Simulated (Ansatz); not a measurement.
Question: Each is relaxed and computed with r²SCAN (plane waves, PAW; program Ansatz). Which is the only one with a gap?
A. LaGaSi, I4_1md (La on 4a, Ga on 4a, Si on 4a)
B. Nb2GaC, P6_3/mmc (Nb on 4f, Ga on 2d, C on 2a)
C. Ga2S3, Cc (Pearson symbol mS20)
D. Ti10Ga3Sb3, P-62m (Pearson symbol hP16)

Answer: C, Ga2S3, Cc (Pearson symbol mS20). Ga2S3: gap 2.33 eV; Nb2GaC: metal; Ti10Ga3Sb3: metal; LaGaSi: metal. Standing as an ambient phase not checked: Ga2S3, Cc (Pearson symbol mS20); Nb2GaC, P6_3/mmc (Nb on 4f, Ga on 2d, C on 2a); Ti10Ga3Sb3, P-62m (Pearson symbol hP16); LaGaSi, I4_1md (La on 4a, Ga on 4a, Si on 4a). Perhaps ordered models of mixed-site phases: LaGaSi, I4_1md (La on 4a, Ga on 4a, Si on 4a). All cells were relaxed under the symmetry of their starts (and spin orders); stability against distortions was not tested throughout. Rows with no word on spin ran without spin polarisation. Spin–orbit coupling is left out wherever it is not named.

Potentials: the earlier of the program's two PAW sets.
